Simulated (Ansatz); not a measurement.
Input:

Ta2Se:
Space group P4/nmm, origin choice 1 (No. 129); a = 3.335 Å, b = 3.335 Å, c = 9.684 Å, α = 90.00°, β = 90.00°, γ = 90.00°

```csv
atom,site,symmetry,x,y,z
Ta,2c,4mm,0.0000,0.5000,0.2440
Ta,2c,4mm,0.5000,0.0000,0.0767
Se,2c,4mm,0.5000,0.0000,0.3666
```

This is the LDA-relaxed structure.

Question: All from LDA in the plane-wave PAW code Ansatz, unless another level is named. Estimate the electronic character.

Answer: metallic (no gap).

Question: And the density of states at the Fermi level?

Answer: 0.53 states/eV per atom (mean over ±0.08 eV).

Question: And the formation energy from the elements (no fitted shifts)?

Answer: -0.49 eV/atom.

The workflow started from a Materials Project entry (that database holds measured and hypothetical structures alike); the Crystallography Open Database files this formula in space group No. 129, but the cells were not matched. Its standing as an ambient phase is unchecked. The cell was relaxed with LDA under the symmetry of its start; whether a distortion lowers the energy is not shown. The run is not spin-polarised. A crystal of weakly bound layers computed without a dispersion correction: the cell and the soft elastic constants depend strongly on that. The references are the lowest solids computed at this level, not always the standard phases. Scalar-relativistic: spin–orbit coupling is off unless named, which matters more the heavier the elements.

Potentials: the later of the program's two PAW sets.
